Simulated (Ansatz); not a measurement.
The relaxed structure here is a generated cell of BeAu: the first start was made by a random draw of sites in a space group, and the end was not matched to a known phase here, so it may be hypothetical.

A relaxed cell of BeAu (P4₂mc (No. 105)), relaxed on a k-mesh at least as fine as the one used below. These are PBE (plane waves to 420 eV, PAW, scalar-relativistic; Ansatz, an electronic-structure program) values and carry that method's errors. Γ-centred k-mesh 9×9×4 on the run's cell (coarser than for final values), Fermi–Dirac smearing 0.05 eV.

```
CELL_PARAMETERS angstrom
      3.50957     0.00000     0.00000
      0.00000     3.50957     0.00000
      0.00000     0.00000     8.73835
ATOMIC_POSITIONS crystal
  Au 0.00000 0.00000 0.47284
  Au 0.00000 0.00000 0.97284
  Au 0.00000 0.50000 0.22408
  Au 0.50000 0.00000 0.72408
  Be 0.50000 0.50000 0.42775
  Be 0.50000 0.50000 0.92775
  Be 0.00000 0.50000 0.67304
  Be 0.50000 0.00000 0.17304
```

The atoms are displaced by (Å):

```
atom      ux      uy      uz
----  ------  ------  ------
Au1   -0.047   0.080   0.027
Au2   -0.041  -0.097   0.073
Au3    0.101  -0.154   0.173
Au4   -0.141  -0.089   0.064
Be5    0.039   0.020  -0.063
Be6    0.001   0.051  -0.022
Be7   -0.034  -0.127  -0.046
Be8   -0.112  -0.015   0.025
```

### Question
What forces (eV/Å) and pressure result?

### Answer
```json
[
 {"atom": "Au1", "Fx": "-0.24", "Fy": "-1.57", "Fz": "1.26"},
 {"atom": "Au2", "Fx": "-0.47", "Fy": "0.23", "Fz": "0.31"},
 {"atom": "Au3", "Fx": "-0.31", "Fy": "1.72", "Fz": "-2.32"},
 {"atom": "Au4", "Fx": "0.74", "Fy": "0.06", "Fz": "-0.31"},
 {"atom": "Be5", "Fx": "-0.06", "Fy": "0.04", "Fz": "0.54"},
 {"atom": "Be6", "Fx": "-0.10", "Fy": "-0.70", "Fz": "0.20"},
 {"atom": "Be7", "Fx": "-0.19", "Fy": "0.64", "Fz": "0.35"},
 {"atom": "Be8", "Fx": "0.63", "Fy": "-0.41", "Fz": "-0.03"}
]
```

Pressure +3.9 GPa.

### Question
Estimate the energy cost of the displacement in the harmonic approximation and compare with the calculation.

### Answer
For a harmonic well ΔE = −½ Σ F·u = 0.560 eV a cell, or 70 meV/atom. The calculated energy relative to the undisplaced cell is +0.06 eV/atom, so the harmonic estimate holds well.

The undisplaced cell is probably no minimum: from this displacement the run went on to Pmm2 (No. 25), 0.08 eV/atom below it.

No spin polarisation in the result.
